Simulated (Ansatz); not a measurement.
Data:

SnTe:
```
CELL_PARAMETERS angstrom
      0.00000     3.18712     3.18712
      3.18712     0.00000     3.18712
      3.18712     3.18712     0.00000
ATOMIC_POSITIONS crystal
  Te 0.00000 0.00000 0.00000
  Sn 0.50000 0.50000 0.50000
```

This is the r²SCAN-relaxed structure.

**Question.** All from plane-wave PAW r²SCAN (Ansatz code), unless another level is named. Give the formation energy from the elements (no fitted shifts).

**Answer.** -261 meV/atom.

**Question.** Predict the gap with spin–orbit coupling.

**Answer.** 0.09 eV.

**Question.** Predict the HSE06 gap on the r²SCAN cell.

**Answer.** 0.25 eV.

**Question.** And the weight of the conduction-edge state by species (Voronoi cells)?

**Answer.** Sn 63 %, Te 37 %.

**Question.** Next, the valence-band maximum?

**Answer.** at L.

**Question.** Give the weight of the valence-edge state by species (Voronoi cells).

**Answer.** Te 59 %, Sn 41 %.

Space group Fm-3m (rock salt). The r²SCAN relaxation kept the symmetry of its start. At this level the phase is dynamically unstable (imaginary phonons). The references are the lowest solids computed at this level, not always the standard phases. Spin–orbit coupling is left out wherever it is not named.

Potentials: the later of the program's two PAW sets.
